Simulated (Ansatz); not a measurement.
ScAl:
```cif
data_AlSc
_chemical_formula_sum 'Sc1 Al1'
_space_group_name_H-M_alt 'Pm-3m'
_space_group_IT_number 221
_space_group_name_Hall '-P 4 2 3'
_cell_length_a 3.36965
_cell_length_b 3.36965
_cell_length_c 3.36965
_cell_angle_alpha 90.000
_cell_angle_beta 90.000
_cell_angle_gamma 90.000
loop_
_atom_site_label
_atom_site_type_symbol
_atom_site_symmetry_multiplicity
_atom_site_Wyckoff_symbol
_atom_site_fract_x
_atom_site_fract_y
_atom_site_fract_z
_atom_site_occupancy
Sc1 Sc 1 b 0.50000 0.50000 0.50000 1
Al1 Al 1 a 0.00000 0.00000 0.00000 1
```

Relaxed with r²SCAN.

Task: Tabulate the valence density and the electron localisation function along the shortest Sc–Sc contact (3.37 Å), the program Ansatz at the r²SCAN level (PAW).

Result: 

```tsv
distance from Sc (Å)	density (e/Å³)	ELF
0.34	6.51	0.48
0.51	4.53	0.73
0.67	2.29	0.75
0.84	0.88	0.53
1.01	0.33	0.18
1.18	0.17	0.08
1.35	0.13	0.12
1.52	0.12	0.22
1.68	0.12	0.28
1.85	0.12	0.22
2.02	0.13	0.12
2.19	0.17	0.08
2.36	0.33	0.18
2.53	0.88	0.53
2.70	2.29	0.75
2.86	4.53	0.73
3.03	6.51	0.48
```

The density is the valence pseudo-density with augmentation charge, so density and ELF within about 1 Å of a nucleus are not all-electron values.

The first step of the workflow began from a Materials Project structure, measured or hypothetical; the Crystallography Open Database copy checked does not list it. With Sc and Al taken as one species the cell has the higher symmetry Im-3m, so it may be an ordered model of a mixed-site phase. Whether it is the stable phase at ambient conditions was not checked. Symmetry was held in the r²SCAN relaxation; of distortions, only those at the zone centre were tested. No spin polarisation was allowed.

Potentials: the later of the program's two PAW sets.
